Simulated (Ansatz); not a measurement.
4 guesses for Ga₄As₃N and where they end

The calculation used Ansatz 0.2.0, DFT PBE, scalar-relativistic, plane waves, PAW. All cells share a 420 eV cutoff and Γ-centred k meshes spaced at most about 0.3 Å⁻¹ (about 0.25 or finer for metals, 2π included). No spin polarisation in the final relaxations.

Each guess was relaxed in cell and atoms at zero pressure, within the symmetry of its start. All energies are static (0 K, no zero-point motion). Coordination counts As or N atoms around Ga (for each partner element, those within 1.25 times its shortest distance or 1.15 times the sum of covalent radii, where it is the nearest in units of that sum or under 1.3; a plus sign parts groups by distance over the sum of covalent radii; a slash parts the counts of unlike sites). For orderings, «n of Z unlike» gives the unlike atoms among the Z nearest shared sites at the start, averaged over those sites.

| guess | made from | start group | V start (Å³/atom) | end group | V end (Å³/atom) | coordination at the end | gap on mesh (eV) | E over the lowest end (meV/atom) |
| --- | --- | --- | --- | --- | --- | --- | --- | --- |
| 1 | As/N on rock salt sites, 5.0 of 12 unlike | Cmmm | 19.5 | ? | ? | ? | ? | ? |
| 2 | As/N on rock salt sites, 6.0 of 12 unlike | I4/mmm | 19.5 | I4/mmm | 17.6 | Ga 4/5 | 0 | 0 |
| 3 | As/N on rock salt sites, 4.0 of 12 unlike | P4/mmm | 19.5 | P4/mmm | 18.1 | Ga 2/5/6 | 0 | 29 |
| 4 | As/N on rock salt sites, 6.0 of 12 unlike | Pm-3m | 19.5 | Pm-3m | 17.5 | Ga 4/6 | 0 | 189 |

Guess 1 as it starts:

Space group Cmmm (No. 65). a = 7.615 Å, b = 10.769 Å, c = 3.807 Å, α = 90.00°, β = 90.00°, γ = 90.00°
```json
{"atom": "Ga", "site": "4g", "symmetry": "2mm", "x": "0.7500", "y": "0.0000", "z": "0.0000"}
{"atom": "Ga", "site": "4j", "symmetry": "m2m", "x": "0.5000", "y": "0.7500", "z": "0.5000"}
{"atom": "As", "site": "4e", "symmetry": "..2/m", "x": "0.2500", "y": "0.2500", "z": "0.0000"}
{"atom": "As", "site": "2c", "symmetry": "mmm", "x": "0.5000", "y": "0.0000", "z": "0.5000"}
{"atom": "N", "site": "2d", "symmetry": "mmm", "x": "0.0000", "y": "0.0000", "z": "0.5000"}
```

Q: Predict the end of this guess and its energy over the lowest end.

A: It ends in space group Cmmm (No. 65), with a = 8.425 Å, b = 10.653 Å, c = 3.120 Å, 17.5 Å³/atom and no gap. It lies 69 meV/atom over the lowest end, above guess 3 and below guess 4. Counting As or N atoms around Ga, this end has Ga 5/4+2 and the lowest (guess 2) has Ga 4/5.

```cif
data_structure
_symmetry_space_group_name_H-M 'Cmmm'
_symmetry_Int_Tables_number 65
_cell_length_a 8.4247
_cell_length_b 10.6530
_cell_length_c 3.1204
_cell_angle_alpha 90.000
_cell_angle_beta 90.000
_cell_angle_gamma 90.000
_cell_volume 280.05
loop_
_atom_site_label
_atom_site_type_symbol
_atom_site_symmetry_multiplicity
_atom_site_Wyckoff_symbol
_atom_site_fract_x
_atom_site_fract_y
_atom_site_fract_z
_atom_site_occupancy
Ga1 Ga 4 g 0.82469 0.00000 0.00000 1
Ga2 Ga 4 j 0.50000 0.76346 0.50000 1
As1 As 4 e 0.25000 0.25000 0.00000 1
As2 As 2 c 0.50000 0.00000 0.50000 1
N1 N 2 d 0.00000 0.00000 0.50000 1
```

Formation energies are uncorrected and refer to the elements' standard structures at the same level (N₂ as a molecule).

Q: Is the lowest end bound against the elements?

A: No: its formation energy is +0.13 eV/atom. It can't be a ground state, since the elements alone are lower.

The reference form of As is held partly by dispersion forces, which this level lacks. Cells relaxed within their symmetry can be saddle points. A lower structure may well exist outside this small set. Some types were kept out of the candidates beforehand, so the set may lack a known form.
